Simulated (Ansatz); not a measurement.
## TiO2: ¹⁷O NMR of the central transition

Cell: a COD entry, ions relaxed with PBE at fixed cell.

```cif
data_TiO2
_symmetry_space_group_name_H-M 'Pbca'
_symmetry_Int_Tables_number 61
_cell_length_a 5.1450
_cell_length_b 9.1850
_cell_length_c 5.4470
_cell_angle_alpha 90.000
_cell_angle_beta 90.000
_cell_angle_gamma 90.000
loop_
_atom_site_label
_atom_site_type_symbol
_atom_site_symmetry_multiplicity
_atom_site_Wyckoff_symbol
_atom_site_fract_x
_atom_site_fract_y
_atom_site_fract_z
Ti Ti 8 c 0.1386 0.1290 0.9056
O9 O 8 c 0.4646 0.2299 0.8912
O17 O 8 c 0.8160 0.0098 0.8506
```

One atom of each set is listed.

Level of theory: DFT, PBE, plane waves and PAW, scalar-relativistic, 420 eV cutoff, Γ-centred 5×3×4 k-points, Fermi–Dirac smearing 0.02 eV (Ansatz 0.2.0).

¹⁷O has I = 5/2 and Q = -25.58 mb (Pyykkö 2018); at 7.05 T its Larmor frequency is ν₀ = 40.7 MHz. Only the quadrupole interaction is simulated: positions count from each site's isotropic chemical shift, and J coupling is left out, as are shift anisotropy and dipolar coupling, which fast spinning averages.

Problem. Give C_Q, η, the quadrupolar product P_Q = |C_Q|(1 + η²/3)^½, the second-order isotropic shift and the breadth of the pattern (fast magic-angle spinning) for each O site.

Solution. 

```csv
site,first shell,C_Q (MHz),η,P_Q (MHz),δ_QIS (ppm),breadth (kHz)
O9,3 Ti at 1.92–2.07 Å,1.48,0.84,1.64,-9.79,0.899
O17,3 Ti at 1.86–2.01 Å,-1.23,0.86,1.38,-6.88,0.629
```

δ_QIS = −(ν_Q²/30ν₀²)[I(I+1) − 3/4](1 + η²/3) × 10⁶ ppm with ν_Q = 3|C_Q|/[2I(2I−1)]; it falls as 1/B₀² in ppm, and the breadth as 1/B₀ in kHz.

At this cell the principal stresses reach 5 GPa in size with PBE, which can matter for small gradients.

The relaxation (6 steps) took 94 s of wall time (94 s of CPU time) and 0.88 GiB at its peak, on 1 thread of AMD EPYC 9R45 96-Core Processor (Zen 5) (x86_64; 48 cores open to the job, memory cap 3.0 GiB, no GPU), a shared host with a load of 0.7 a core.
